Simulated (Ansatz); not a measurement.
Zn, one cell by several methods

```
Zn
1.0
     2.66480    0.03997    0.03997
    -1.29778    2.28780    0.01463
     0.07420    0.07420    4.94670
Zn
2
Direct
  0.33333 0.66667 0.25000
  0.66667 0.33333 0.75000
```

Atom numbers follow the list: Zn1, Zn2.

The cell comes from COD entry 9008522, which wasn't checked; take it as a given geometry. The listed cell was then made from it by scaling, straining or moving an atom.

Levels of theory: DFT, PBEsol, PAW with Ansatz's default frozen-core files, scalar-relativistic (Ansatz 0.2.0); DFT, PBEsol, all-electron LAPW, scalar-relativistic (Ansatz 0.2.0).

For PAW: a Γ-centred 18×18×8 k mesh, Fermi–Dirac smearing of 0.03 eV, cutoff 420 eV, no spin polarisation; the PAW files were made with PBE, and the program remakes their frozen cores for this functional. LAPW targets a basis error of 0.25 meV/atom. The Ansatz runs share mesh, smearing and spin set-up. Plane-wave (PAW) pressures include the program's estimate of the Pulay term.

Stress and pressure are positive in compression.

The change that made this cell: equal xy, yz and zx engineering shear strains of +3 %.

PAW results:

| quantity | PAW |
| --- | --- |
| pressure (GPa) | -5.12 |
| stress xx (GPa) | -6.05 |
| stress yy (GPa) | -5.40 |
| stress zz (GPa) | -3.90 |
| stress yz (GPa) | -0.70 |
| stress xz (GPa) | -0.76 |
| stress xy (GPa) | -0.98 |
| force on Zn1, x (eV/Å) | 0.021 |

(1) What does all-electron LAPW give for the same quantities?

## Answers

(1) 
```csv
quantity,LAPW
pressure (GPa),-5.11
stress xx (GPa),-6.03
stress yy (GPa),-5.38
stress zz (GPa),-3.91
stress yz (GPa),-0.70
stress xz (GPa),-0.76
stress xy (GPa),-0.97
"force on Zn1, x (eV/Å)",0.021
```
